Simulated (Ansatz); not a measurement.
Relaxed-ion elastic tensor of TaC (rock salt, Fm-3m) in GPa (Voigt order), the program Ansatz at the PBEsol level (PAW); density 14.65 g/cm³, 10.94 Å³ per atom.

```
780  127  127  0.0  0.0  0.0
127  780  127  0.0  0.0  0.0
127  127  780  0.0  0.0  0.0
0.0  0.0  0.0  185  0.0  0.0
0.0  0.0  0.0  0.0  185  0.0
0.0  0.0  0.0  0.0  0.0  185
```

**Question.** Is the crystal mechanically stable?

**Answer.** Yes: the smallest eigenvalue of C is 185 GPa.

**Question.** Work out the Voigt, Reuss and Hill averages.

**Answer.** K_V = 344, K_R = 344, K_H = 344; G_V = 241, G_R = 223, G_H = 232 GPa.

**Question.** Give Young's modulus, Poisson's ratio, Pugh's ratio and the universal anisotropy index.

**Answer.** E = 9KG/(3K + G) = 569 GPa; ν = 0.22; K/G = 1.48 (brittle by the Pugh limit of 1.75); A_U = 5G_V/G_R + K_V/K_R − 6 = 0.40.

**Question.** Estimate the sound speeds and the Debye temperature.

**Answer.** v_l = √((K + 4G/3)/ρ) = 6680 m/s, v_t = √(G/ρ) = 3980 m/s, mean 4410 m/s; Θ = (h/k)(3n/4πV)^(1/3) v_m = 591 K.

**Question.** Give the Zener ratio and Young's modulus along [100], [110] and [111].

**Answer.** A = 2C44/(C11 − C12) = 0.57; 1/E = S11 − 2(S11 − S12 − S44/2)Γ with Γ = 0, 1/4, 1/3 gives 744, 518, 470 GPa.

**Question.** Solve the Christoffel equation for the three sound speeds along [100], [110], [111].

**Answer.** Eigenvalues of C_ijkl n_j n_l equal ρv². In km/s, slowest first: [100] 3.55, 3.55, 7.30; [110] 3.55, 4.72, 6.60; [111] 4.37, 4.37, 6.35.

The cell was relaxed with PBEsol under the symmetry of its start. No spin polarisation was allowed. As this level gives no gap, shear constants depend on the k-mesh and smearing (Fermi–Dirac, 0.1 eV here). Spin–orbit coupling is left out wherever it is not named.

Potentials: the later of the program's two PAW sets.
